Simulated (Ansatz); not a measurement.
Born–Oppenheimer molecular dynamics of a 14-atom Ge cell at 23.04 Å³/atom, computed with Ansatz: Langevin thermostat at 1200 K, 106 steps of 3.0 fs, friction 0.015 1/fs. The run is short and the cell small, so it isn't an equilibrium average.

```yaml
crystal:
  lattice:
    - [6.678448, 0.021625, -0.150305]
    - [0.021625, 7.032622, -0.169154]
    - [-0.150305, -0.169154, 6.875297]
  atoms:
    - { symbol: Ge, position: [0.1781168744, 0.8476163211, 0.7476258584] }
    - { symbol: Ge, position: [0.5146957691, 0.235553047, 0.7935693069] }
    - { symbol: Ge, position: [0.7732648192, 0.8613477659, 0.7699139544] }
    - { symbol: Ge, position: [0.9319217878, 0.1516266499, 0.4514885984] }
    - { symbol: Ge, position: [0.3534593038, 0.0599581872, 0.0853409347] }
    - { symbol: Ge, position: [0.9148170851, 0.1930919643, 0.9182923138] }
    - { symbol: Ge, position: [0.1151792092, 0.4846297807, 0.7198213045] }
    - { symbol: Ge, position: [0.9393651739, 0.528732574, 0.3299417167] }
    - { symbol: Ge, position: [0.5377425767, 0.5819101351, 0.7267280001] }
    - { symbol: Ge, position: [0.1533618307, 0.3779942181, 0.0737732622] }
    - { symbol: Ge, position: [0.2780086847, 0.0944605056, 0.5289920512] }
    - { symbol: Ge, position: [0.5282629507, 0.813453323, 0.3589512359] }
    - { symbol: Ge, position: [0.5388570301, 0.3918719423, 0.3943520461] }
    - { symbol: Ge, position: [0.8634665059, 0.8192412695, 0.1366197272] }
  symmetry: { detect: false }
basis:
  ecutwfc: 420
  xc_grid: 1
kpoints:
  mp_grid: { grid: [1, 1, 1], shift: [0.25, 0.25, 0.25] }
hamiltonian:
  xc: pbe
scf:
  occupations: { method: fermi_dirac, width: 0.1034 }
  lower_state_search: "off"
  convergence: { dr2_threshold: 1.0e-05 }
output:
  forces: true
  stress: true
md:
  timestep: 3.0
  n_steps: 106
  ensemble: nvt_langevin
  friction: 0.015
  temperature: 1200.0
  initial_velocities: maxwell_boltzmann
  seed: 6092
```

```bash
ansatz run input.yaml --threads 2 --pin off --max-ram 5120MiB --backend cpu --events-out ev --progress --plain --runs-dir out
```

Method: Ansatz 0.2.0, DFT PBE, scalar-relativistic, plane waves, PAW.

6 frames, positions in Å (not wrapped into the cell) and forces in eV/Å:

```xyz
14
Lattice="6.678 0.022 -0.150 0.022 7.033 -0.169 -0.150 -0.169 6.875" Properties=species:S:1:pos:R:3:forces:R:3 pbc="T T T" time_fs=0.0 temperature_K=1114 free_energy_over_first_frame_eV=0.000
Ge    1.096    5.838    4.970   -0.100   -0.040    1.380
Ge    3.323    1.533    5.339    0.640   -0.070    0.320
Ge    5.067    5.944    5.031    0.360    0.640   -0.300
Ge    6.159    1.010    2.938   -1.050   -0.290    0.150
Ge    2.349    0.415    0.523    0.120   -0.400   -0.480
Ge    5.976    1.222    6.143   -1.910   -1.860   -1.830
Ge    0.672    3.289    4.850    0.250    0.590   -0.610
Ge    6.235    3.683    2.038   -0.730   -0.690    0.580
Ge    3.495    3.981    4.817   -0.770   -0.140   -0.180
Ge    1.021    2.649    0.420    1.790    1.400    1.430
Ge    1.779    0.581    3.579    1.150   -0.160   -0.340
Ge    3.492    5.671    2.251    0.060   -0.490   -0.060
Ge    3.548    2.701    2.564    0.610    0.490   -0.480
Ge    5.764    5.757    0.671   -0.410    1.010    0.420
14
Lattice="6.678 0.022 -0.150 0.022 7.033 -0.169 -0.150 -0.169 6.875" Properties=species:S:1:pos:R:3:forces:R:3 pbc="T T T" time_fs=63.0 temperature_K=1263 free_energy_over_first_frame_eV=-0.638
Ge    0.880    5.832    5.283    0.420    0.540    0.260
Ge    3.299    1.502    5.514    0.300   -0.310   -0.290
Ge    4.876    5.953    4.816    0.050   -0.350   -0.030
Ge    6.085    1.166    2.902    0.650   -0.510    0.020
Ge    2.430    0.286    0.561    0.110    0.010    0.060
Ge    5.844    1.008    5.837    0.780    1.170    0.160
Ge    1.065    3.351    4.915   -1.020   -0.120   -0.130
Ge    6.007    3.765    2.266    0.920   -0.530    0.300
Ge    3.486    3.919    4.751    0.060   -0.100   -0.410
Ge    1.106    2.627    0.662   -0.540   -0.500   -0.030
Ge    2.052    0.366    3.605   -0.840   -0.760   -0.110
Ge    3.760    5.227    2.290   -1.250    0.690    0.420
Ge    3.581    2.609    2.282    0.010   -0.110    0.040
Ge    5.591    5.794    0.641    0.350    0.880   -0.270
14
Lattice="6.678 0.022 -0.150 0.022 7.033 -0.169 -0.150 -0.169 6.875" Properties=species:S:1:pos:R:3:forces:R:3 pbc="T T T" time_fs=126.0 temperature_K=1269 free_energy_over_first_frame_eV=-0.341
Ge    0.834    5.821    5.513   -0.150    0.150   -0.210
Ge    3.460    1.326    5.492   -0.640    0.620   -0.630
Ge    4.742    6.062    4.459    1.010    0.160    0.840
Ge    6.357    0.973    3.049   -0.560    0.080    0.060
Ge    2.195    0.372    0.723    0.890    0.300   -0.360
Ge    5.865    1.193    5.969    0.470    0.040   -0.270
Ge    0.800    3.290    4.982    0.140    0.460   -0.020
Ge    6.036    3.691    2.235    0.260    0.620    0.840
Ge    3.323    3.972    4.619   -0.670   -1.560    0.940
Ge    0.865    2.654    0.842    0.660   -0.680   -1.100
Ge    2.094    0.182    3.485   -0.040   -0.990    0.970
Ge    3.733    5.050    2.466   -0.930    1.330   -1.730
Ge    3.744    2.552    2.101   -0.220   -0.530    0.520
Ge    5.543    6.139    0.506   -0.230   -0.010    0.140
14
Lattice="6.678 0.022 -0.150 0.022 7.033 -0.169 -0.150 -0.169 6.875" Properties=species:S:1:pos:R:3:forces:R:3 pbc="T T T" time_fs=192.0 temperature_K=866 free_energy_over_first_frame_eV=-0.950
Ge    0.895    5.825    5.731   -0.020   -0.330    0.010
Ge    3.435    1.282    5.327    0.200   -0.090    0.450
Ge    4.988    6.164    4.500    0.060   -0.850   -0.010
Ge    6.538    0.794    3.307   -0.730    0.790   -0.080
Ge    2.282    0.591    0.832    1.400   -0.080   -0.320
Ge    5.974    1.225    6.067   -1.300   -1.160   -1.120
Ge    0.221    3.287    5.046    0.230    0.880   -0.630
Ge    6.167    4.040    2.196    0.110   -0.900    0.250
Ge    2.839    3.651    4.534    0.200    0.300   -0.260
Ge    0.827    2.594    0.736    0.530    1.420    1.340
Ge    2.145   -0.277    3.693   -0.500   -0.190    0.670
Ge    3.659    5.145    2.378   -0.410   -0.610   -0.110
Ge    3.910    2.425    2.288    0.250    0.310    0.100
Ge    5.370    6.009    0.491   -0.020    0.490   -0.300
14
Lattice="6.678 0.022 -0.150 0.022 7.033 -0.169 -0.150 -0.169 6.875" Properties=species:S:1:pos:R:3:forces:R:3 pbc="T T T" time_fs=255.0 temperature_K=1224 free_energy_over_first_frame_eV=-0.536
Ge    0.942    5.792    5.882   -0.220   -0.240    0.340
Ge    3.256    1.123    5.424    0.270    1.330    0.770
Ge    4.578    6.164    4.580    1.660   -1.220   -0.260
Ge    6.534    0.672    3.610   -0.210    0.330   -0.120
Ge    2.498    0.536    0.810    0.520    0.090    0.330
Ge    5.870    1.195    6.023   -0.050   -0.140    0.220
Ge    0.017    3.471    5.112    0.250    0.440   -0.070
Ge    6.318    4.098    2.197    0.240    0.030    0.470
Ge    2.595    3.450    4.358    0.430    0.220    0.180
Ge    0.891    2.636    0.918    0.220   -0.720   -0.720
Ge    2.209   -0.561    3.897   -1.950   -0.320   -0.570
Ge    3.728    5.018    2.317   -0.830    0.880   -0.240
Ge    4.251    2.583    2.352   -0.430   -1.490   -0.210
Ge    5.198    5.699    0.191    0.090    0.820   -0.120
14
Lattice="6.678 0.022 -0.150 0.022 7.033 -0.169 -0.150 -0.169 6.875" Properties=species:S:1:pos:R:3:forces:R:3 pbc="T T T" time_fs=318.0 temperature_K=1360 free_energy_over_first_frame_eV=-0.579
Ge    0.768    5.630    6.039    1.190    1.050    0.320
Ge    3.326    1.257    5.621    0.440    0.260   -0.760
Ge    4.529    6.105    4.417    0.420    0.410    0.110
Ge    6.608    0.752    3.492   -1.060    0.560   -0.630
Ge    2.678    0.363    0.824   -0.380   -0.330    0.650
Ge    5.924    1.221    5.848   -0.080   -0.200    1.120
Ge   -0.006    3.503    5.191    0.530   -0.400   -0.660
Ge    6.366    4.228    2.427    0.490   -1.320   -0.390
Ge    2.846    3.355    4.162   -0.430    0.210    0.390
Ge    1.202    2.673    0.806   -0.990   -0.050    0.300
Ge    1.971   -0.802    3.732   -0.300   -0.150    0.760
Ge    3.855    4.988    2.248   -0.730   -0.130   -0.870
Ge    4.237    2.288    2.168    0.850   -0.270   -0.360
Ge    5.110    5.804   -0.013    0.060    0.360    0.020
```

Over the second half the temperature averages 1068 K and the pressure (kinetic part included, positive in compression) 1.5 GPa. Mean square displacements at the end: Ge 0.65 Å² (from the start of this run, the atoms' common shift taken off).

One k point is coarse for so small a cell, so forces and above all the pressure are rough.

The run took 6.6 min on 2 threads of Intel(R) Xeon(R) Processor @ 2.50GHz (Skylake/Cascade Lake) (shared host), peak memory 0.54 GiB.